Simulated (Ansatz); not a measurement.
Cu Kα1 powder pattern (kinematic, no thermal factors).
2θ (°) (relative intensity): 12.34 (31), 25.11 (8), 35.59 (100), 35.81 (73), 37.60 (3), 38.01 (9), 45.75 (27), 50.90 (6), 51.54 (24), 52.90 (4), 53.21 (3), 58.17 (2), 63.79 (12), 64.21 (34), 64.98 (3), 65.53 (2), 70.83 (2), 71.36 (14), 75.37 (7), 75.88 (7), 76.47 (7), 77.24 (1), 85.73 (1), 86.73 (8), 86.85 (11), 87.43 (5), 88.18 (2)

The pattern is computed from a structure relaxed with DFT PBE, scalar-relativistic, plane waves, PAW (Ansatz). No spin polarisation. Its elements are K, Nb, O.

Q: Give the structure.

A: KNb3O.
Space group P4/mmm (No. 123). a = 3.544 Å, b = 3.544 Å, c = 7.170 Å, α = 90.00°, β = 90.00°, γ = 90.00°
```json
{"atom": "K", "site": "1d", "symmetry": "4/mmm", "x": "0.5000", "y": "0.5000", "z": "0.5000"}
{"atom": "Nb", "site": "1c", "symmetry": "4/mmm", "x": "0.5000", "y": "0.5000", "z": "0.0000"}
{"atom": "Nb", "site": "2g", "symmetry": "4mm", "x": "0.0000", "y": "0.0000", "z": "0.7939"}
{"atom": "O", "site": "1b", "symmetry": "4/mmm", "x": "0.0000", "y": "0.0000", "z": "0.5000"}
```

A pattern alone doesn't exclude other cells with like lines; this is the one computed.

It was reached by relaxing an invented guess, and it needn't be the stable form of this composition.
